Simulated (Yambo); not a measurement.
BN (space group Fmm2, No. 42), G0W0@LDA in Yambo (6×6×6 mesh, plasmon pole; 14 Ry block, no terminator). The number N of bands in W and G is varied.

| N | x = 1/N | gap (-0.5, 0.333, -0.167) → (0, -0.5, -0.5) (eV) | shift of the valence edge (eV) |
|---|---|---|---|
| 24 | 0.04167 | 5.314 | -0.403 |
| 37 | 0.02703 | 5.331 | -0.584 |
| 54 | 0.01852 | 5.369 | -0.718 |
| 71 | 0.01408 | ? | ? |

**Question.** Basis-set arguments suggest E = E∞ + A x. Fix A and E∞ from the two rows above the withheld one, predict the row at 71 bands, and test the form.

**Answer.** Gap: A = (5.369 − (5.331))/(0.01852 − 0.02703) = -4.47, E∞ = 5.452 eV, so 5.389 eV is predicted; the run gave 5.396 eV (miss 7 meV). The first two rows have slope -1.16, so the form doesn't hold yet over the whole range. Shift: A = (-0.718 − (-0.584))/(0.01852 − 0.02703) = 15.7, E∞ = -1.010 eV, so -0.788 eV is predicted; the run gave -0.793 eV (miss 5 meV). The first two rows have slope 12.4, so the form doesn't hold yet over the whole range. The other settings are held fixed.

Geometry of the Materials Project entry, not relaxed at this level; primitive cell a = 4.112 Å, b = 2.502 Å, c = 3.713 Å, α = 80.29°, β = 36.85°, γ = 62.86°.

This is not the ordinary phase of the substance; no match was found in the copy of COD used, and its stability was not checked.

A shift is the quasiparticle energy of the state minus its LDA energy.

The distance between layers or molecules is the database entry's, not relaxed here. Functionals without dispersion can leave it too large, which widens gaps and weakens the response across layers: the numbers belong to this cell.
